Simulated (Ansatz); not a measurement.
La (dhcp (α-La type), P6_3/mmc) under volume change, r²SCAN (plane waves, PAW; program Ansatz), shape and atoms relaxed at each volume.

| V (Å³/atom) | E − E(relaxed) (meV/atom) | P (GPa) |
|---|---|---|
| 33.892 | 24.4 | 2.42 |
| 35.010 | 10.7 | 1.54 |
| 36.127 | 2.7 | 0.75 |
| 37.244 | 0.0 | 0.04 |
| 38.362 | 2.0 | -0.61 |
| 39.479 | 8.4 | -1.22 |
| 40.596 | 18.9 | -1.78 |

### Question
What does a third-order Birch–Murnaghan fit give for V₀, B₀ and B′?

### Answer
V₀ = 37.30 Å³/atom, B₀ = 23.0 GPa, B′ = 2.0.

Symmetry was held in the r²SCAN relaxation; of distortions, only those at the zone centre were tested. Spin–orbit coupling is left out wherever it is not named.

Potentials: the later of the program's two PAW sets.
